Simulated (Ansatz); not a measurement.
Problem. Name crystals whose computed values (DFT-LDA in the program Ansatz with PAW potentials) fall in these windows: gap (eV) 1.2 to 1.4; G_Hill (GPa) 180 to 210.

Solution. 

```csv
crystal,gap (eV),G_Hill (GPa)
"SiC, zinc blende",1.30,193
```
Others may fit too.

The cell was relaxed under the symmetry of its start.

Potentials: the later of the program's two PAW sets.
